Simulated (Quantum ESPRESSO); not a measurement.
Si3AlO7F, input and log of a self-consistent run

A calculation, not a measurement. The program is pw.x of Quantum ESPRESSO 7.5 (plane-wave density functional theory). The cell is made up: 12 atoms on a rutile lattice, with randomly drawn elements, strain and displacements, not relaxed. PseudoDojo standard norm-conserving files (v0.5 for PBE, v0.4.1 for LDA and PBEsol) set the functional; there is no spin polarisation, spin-orbit coupling or dispersion term, and the masses in the input are unused placeholders.

Input:

```
&control calculation='scf', pseudo_dir='./dojo.nc.sr.pbe.v0_5.standard.upf', outdir='./o', disk_io='medium', tprnfor=.true., tstress=.true. /
&system ibrav=0, nat=12, ntyp=4, nbnd=38, ecutwfc=84.00895049, nosym=.true., tot_charge=0,
 occupations='smearing', smearing='fd', degauss=0.0018374661
/
&electrons conv_thr=7.350e-09, electron_maxstep=60, /
ATOMIC_SPECIES
Al 1.0 Al.upf
F 1.0 F.upf
O 1.0 O.upf
Si 1.0 Si.upf
CELL_PARAMETERS angstrom
4.3198 -0.0546 0.0227
-0.0546 4.2801 0.0707
0.0289 0.09 5.4953
ATOMIC_POSITIONS angstrom
Si 0.0108 0.0594 -0.0247
Al 2.1242 2.1491 1.4397
Si 0.0085 0.0719 2.7659
Si 2.2123 2.2014 4.1707
O 1.3405 1.2731 -0.0709
O 2.9408 2.9603 0.0482
O 3.5058 0.78 1.4128
O 0.7643 3.452 1.4688
O 1.315 1.2801 2.7346
O 3.0049 2.981 2.8521
O 3.5002 0.9006 4.1672
F 0.8255 3.4867 4.2651
K_POINTS automatic
5 5 4 1 1 1
```

The log is shortened where brackets say so; the opening notice, blank lines, dates and the lines on written files are dropped, and the path of the files is cut. It prints rydbergs, bohrs and kilobars, and counts compression as positive stress. With no partly filled state, the Fermi energy that it prints is only some level between the filled and the empty states on the mesh, and need not lie in the true gap.

```
     Program PWSCF v.7.5
     Parallel version (MPI & OpenMP), running on       1 processor cores
     Number of MPI processes:                 1
     Threads/MPI process:                     1
     [start-up lines left out]
     bravais-lattice index     =            0
     lattice parameter (alat)  =       8.1640  a.u.
     unit-cell volume          =     685.3384 (a.u.)^3
     number of atoms/cell      =           12
     number of atomic types    =            4
     number of electrons       =        64.00
     number of Kohn-Sham states=           38
     kinetic-energy cutoff     =      84.0090  Ry
     charge density cutoff     =     336.0358  Ry
     scf convergence threshold =      7.3E-09
     mixing beta               =       0.7000
     number of iterations used =            8  plain     mixing
     Exchange-correlation= PBE
                           (   1   4   3   4   0   0   0)
     [axes and pseudopotential details left out]
   Cartesian axes
     site n.     atom                  positions (alat units)
         1        Si     tau(   1) = (   0.0024999   0.0137493  -0.0057173  )
         2        Al     tau(   2) = (   0.4916897   0.4974533   0.3332481  )
         3        Si     tau(   3) = (   0.0019675   0.0166427   0.6402243  )
         4        Si     tau(   4) = (   0.5120822   0.5095592   0.9653941  )
         5        O      tau(   5) = (   0.3102862   0.2946851  -0.0164113  )
         6        O      tau(   6) = (   0.6807085   0.6852222   0.0111569  )
         7        O      tau(   7) = (   0.8114893   0.1805470   0.3270215  )
         8        O      tau(   8) = (   0.1769129   0.7990362   0.3399839  )
         9        O      tau(   9) = (   0.3043837   0.2963054   0.6329793  )
        10        O      tau(  10) = (   0.6955457   0.6900136   0.6601771  )
        11        O      tau(  11) = (   0.8101931   0.2084623   0.9645839  )
        12        F      tau(  12) = (   0.1910789   0.8070682   0.9872449  )
     number of k points=    50  Fermi-Dirac smearing, width (Ry)=  0.0018
                       cart. coord. in units 2pi/alat
        k(    1) = (   0.1007764   0.1006353   0.0960923), wk =   0.0400000
        k(    2) = (   0.0997021   0.0973741   0.2926922), wk =   0.0400000
     [further k points left out]
     Dense  grid:    71285 G-vectors     FFT dimensions: (  48,  48,  64)
     Estimated max dynamical RAM per process >     102.31 MB
     Initial potential from superposition of free atoms
     starting charge      63.9957, renormalised to      64.0000
     Starting wfcs are   48 randomized atomic wfcs
     total cpu time spent up to now is       14.3 secs
     per-process dynamical memory:    69.1 Mb
     Self-consistent Calculation
     iteration #  1     ecut=    84.01 Ry     beta= 0.70
     Davidson diagonalization with overlap
     ethr =  1.00E-02,  avg # of iterations =  2.7
     total cpu time spent up to now is       48.2 secs
     total energy              =    -310.72916649 Ry
     estimated scf accuracy    <       2.59326133 Ry
     iteration #  2     ecut=    84.01 Ry     beta= 0.70
     Davidson diagonalization with overlap
     ethr =  4.05E-03,  avg # of iterations =  2.8
     total cpu time spent up to now is       81.8 secs
     total energy              =    -311.45664857 Ry
     estimated scf accuracy    <       1.87289809 Ry
     iteration #  3     ecut=    84.01 Ry     beta= 0.70
     Davidson diagonalization with overlap
     ethr =  2.93E-03,  avg # of iterations =  2.0
     total cpu time spent up to now is      112.9 secs
     total energy              =    -311.80581050 Ry
     estimated scf accuracy    <       0.04647127 Ry
     iteration #  4     ecut=    84.01 Ry     beta= 0.70
     Davidson diagonalization with overlap
     c_bands:  1 eigenvalues not converged
     ethr =  7.26E-05,  avg # of iterations =  7.3
     total cpu time spent up to now is      156.9 secs
     total energy              =    -311.82259167 Ry
     estimated scf accuracy    <       0.00555655 Ry
     iteration #  5     ecut=    84.01 Ry     beta= 0.70
     Davidson diagonalization with overlap
     ethr =  8.68E-06,  avg # of iterations =  8.0
     total cpu time spent up to now is      199.3 secs
     total energy              =    -311.82308609 Ry
     estimated scf accuracy    <       0.00144724 Ry
     iteration #  6     ecut=    84.01 Ry     beta= 0.70
     Davidson diagonalization with overlap
     c_bands:  1 eigenvalues not converged
     ethr =  2.26E-06,  avg # of iterations =  4.0
     total cpu time spent up to now is      222.6 secs
     total energy              =    -311.82306605 Ry
     estimated scf accuracy    <       0.00035951 Ry
     iteration #  7     ecut=    84.01 Ry     beta= 0.70
     Davidson diagonalization with overlap
     ethr =  5.62E-07,  avg # of iterations =  2.0
     total cpu time spent up to now is      252.1 secs
     total energy              =    -311.82311031 Ry
     estimated scf accuracy    <       0.00002286 Ry
     iteration #  8     ecut=    84.01 Ry     beta= 0.70
     Davidson diagonalization with overlap
     ethr =  3.57E-08,  avg # of iterations =  2.2
     total cpu time spent up to now is      277.2 secs
     total energy              =    -311.82311937 Ry
     estimated scf accuracy    <       0.00000459 Ry
     iteration #  9     ecut=    84.01 Ry     beta= 0.70
     Davidson diagonalization with overlap
     ethr =  7.17E-09,  avg # of iterations =  2.0
     total cpu time spent up to now is      305.7 secs
     total energy              =    -311.82311971 Ry
     estimated scf accuracy    <       0.00000071 Ry
     iteration # 10     ecut=    84.01 Ry     beta= 0.70
     Davidson diagonalization with overlap
     ethr =  1.11E-09,  avg # of iterations =  2.0
     total cpu time spent up to now is      334.6 secs
     total energy              =    -311.82311979 Ry
     estimated scf accuracy    <       0.00000006 Ry
     iteration # 11     ecut=    84.01 Ry     beta= 0.70
     Davidson diagonalization with overlap
     ethr =  1.00E-10,  avg # of iterations =  2.2
     total cpu time spent up to now is      370.3 secs
     End of self-consistent calculation
          k = 0.1008 0.1006 0.0961 (  8882 PWs)   bands (ev):
   -18.4768 -11.6997 -10.1851  -9.6499  -9.5432  -8.6774  -8.5038  -7.8855
    -2.6714  -1.1174   0.6124   0.9276   1.1238   1.7854   2.5037   2.9132
     3.0148   3.7521   4.0513   4.7605   5.0827   5.4469   5.5753   5.7081
     6.2442   6.4337   6.7713   6.8429   7.2427   8.0921   8.2491   8.9750
    13.1362  15.7854  16.5360  16.7531  17.8072  18.5986
     [levels at the other k points left out]
     the Fermi energy is    10.1147 ev
!    total energy              =    -311.82311981 Ry
     estimated scf accuracy    <          4.3E-09 Ry
     smearing contrib. (-TS)   =       0.00000000 Ry
     internal energy E=F+TS    =    -311.82311981 Ry
     The total energy is F=E-TS. E is the sum of the following terms:
     one-electron contribution =     -50.95173970 Ry
     hartree contribution      =      72.70374321 Ry
     xc contribution           =     -82.60898875 Ry
     ewald contribution        =    -250.96613456 Ry
     convergence has been achieved in  11 iterations
     Forces acting on atoms (cartesian axes, Ry/au):
     atom    1 type  4   force =    -0.08045178    0.05277896    0.21062978
     atom    2 type  1   force =     0.02051321   -0.00868890   -0.04029174
     atom    3 type  4   force =    -0.06365826    0.06761484   -0.19029378
     atom    4 type  4   force =     0.08095203   -0.10656225    0.00842497
     atom    5 type  3   force =    -0.04243180   -0.02243891   -0.02939372
     atom    6 type  3   force =     0.04121130    0.03408087   -0.09062191
     atom    7 type  3   force =     0.02079040   -0.00525540   -0.01453208
     atom    8 type  3   force =    -0.01776554    0.03142283   -0.01646143
     atom    9 type  3   force =    -0.01725529   -0.01075881    0.14022911
     atom   10 type  3   force =     0.00335969    0.03237099    0.08050190
     atom   11 type  3   force =     0.06943581   -0.07354447   -0.01974950
     atom   12 type  2   force =    -0.01469977    0.00898026   -0.03844160
     Total force =     0.418396     Total SCF correction =     0.000051
     Computing stress (Cartesian axis) and pressure
          total   stress  (Ry/bohr**3)                   (kbar)     P=      -16.42
  -0.00013021  -0.00050113  -0.00020075          -19.16      -73.72      -29.53
  -0.00050113  -0.00005604  -0.00044623          -73.72       -8.24      -65.64
  -0.00020075  -0.00044623  -0.00014862          -29.53      -65.64      -21.86
     init_run     :     13.01s CPU     14.27s WALL (       1 calls)
     electrons    :    339.50s CPU    355.93s WALL (       1 calls)
     forces       :      6.63s CPU      6.73s WALL (       1 calls)
     stress       :     32.30s CPU     32.41s WALL (       1 calls)
     [timing details left out]
     PWSCF        :   6m31.75s CPU   6m52.08s WALL
     JOB DONE.
```

In other units: free energy -4242.570 eV for the cell, pressure -1.64 GPa, largest force component 5.416 eV/Å. A rerun of this cell at a cutoff of 1437 eV and k mesh 7 x 7 x 6 moved values by no more than 0.003 eV in energy, 0.04 GPa in stress and 0.002 eV/Å in force.